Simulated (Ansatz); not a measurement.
Values for one crystal, relaxed and computed with PBEsol in the plane-wave PAW code Ansatz; other levels are named.

- Volume per atom = 16.71 Å³
- Electronic character = metallic (no gap)
- Density of states at the Fermi level = 0.26 states/eV per atom (mean over ±0.08 eV)
- Mechanical stability = stable (all eigenvalues of C positive)
- Gap with spin–orbit coupling = none (metallic)
- Debye temperature from the elastic constants = 218 K
- Bulk modulus (Birch–Murnaghan fit) = 131 GPa

### Question
Which of these materials gives this?
(A) AlCo3, Cu3Au type
(B) Ag3Au, Cu3Au type
(C) VPt3, Cu3Au type
(D) Cu3Pt, Cu3Au type

### Answer
B, Ag3Au, Cu3Au type

Space group Pm-3m (Cu3Au type). The first step of the workflow began from a Materials Project structure, measured or hypothetical; the Crystallography Open Database copy checked does not list it. Its standing as an ambient phase is unchecked. The PBEsol relaxation kept the symmetry of its start; its stability against distortions is not shown here. The run is not spin-polarised. As this level gives no gap, shear constants depend on the k-mesh and smearing (Fermi–Dirac, 0.1 eV here). Scalar-relativistic: spin–orbit coupling is off unless named, which matters more the heavier the elements.

Potentials: the later of the program's two PAW sets.
